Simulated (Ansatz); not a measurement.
Given:

NbRu (L1₀ or tetragonal B2, P4/mmm), a = b = 3.0252 Å, c = 3.3815 Å, α = β = γ = 90.00°.

This is the PBEsol-relaxed structure.

Task: All from plane-wave PAW PBEsol (Ansatz code), unless another level is named. Estimate the formation energy from the elements (no fitted shifts).

Result: -0.17 eV/atom.

Task: What about the density of states at the Fermi level?

Result: 1.2 states/eV per atom (mean over ±0.08 eV).

Task: Give the gap with spin–orbit coupling.

Result: none (metallic).

The first step of the workflow began from a Materials Project structure, measured or hypothetical; the Crystallography Open Database files this formula in space group No. 123, but the cells were not matched. Its standing as an ambient phase is unchecked. The PBEsol relaxation kept the symmetry of its start; of distortions, only those at the zone centre were tested. No spin polarisation was allowed. Axis ratios of metals converge slowly with the k-mesh, so a and c are less sure than the volume. The references are the lowest solids computed at this level, not always the standard phases. Scalar-relativistic: spin–orbit coupling is off unless named, which matters more the heavier the elements.

Potentials: the later of the program's two PAW sets.
